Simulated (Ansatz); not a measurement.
# Structures of Tl$_{2}$Cr: which is lowest?

Plane-wave DFT in Ansatz with scalar-relativistic PAW potentials, cutoff 420 eV, Γ-centred meshes chosen by cell and gap, Gaussian smearing with energies taken to zero width. Every cell was relaxed (cell and atoms) in a run of its own, within the symmetry of its start. Functional: PBE.

Relaxed structures (starts from databases or built by putting these elements on another compound's sites):
A. P6/mmm, 3 atoms in the computed cell, a = 5.299 Å, c = 3.204 Å; sites (symmetry × multiplicity) Cr 6/mmm × 1, Tl -6m2 × 2; start: built
B. P6_3/mmc, 6 atoms in the computed cell, a = 3.486 Å, c = 14.285 Å; sites (symmetry × multiplicity) Cr -6m2 × 2, Tl 3m. × 4; start: built

Rank them by energy. Could pressure change the order?

```tsv
structure	group	E − E(lowest) (meV/atom)	V (Å³/atom)	gap on mesh (eV)
B	P6_3/mmc	0.0	25.05	0.00
A	P6/mmm	107	25.97	0.00
```

B is lowest, 107 meV/atom under A. The lowest is also the densest of these, so pressure wouldn't bring one of the others in at first order. Other structures may lie lower than all of these, and vibrations aren't counted.

Spin-orbit coupling is left out, which matters for the bands of heavy elements. Only parallel moments were tried here. For Tl, Pb and Bi spin-orbit coupling shifts energies too. Magnetic cells started from one order each; another order can shift an energy by tens of meV per atom.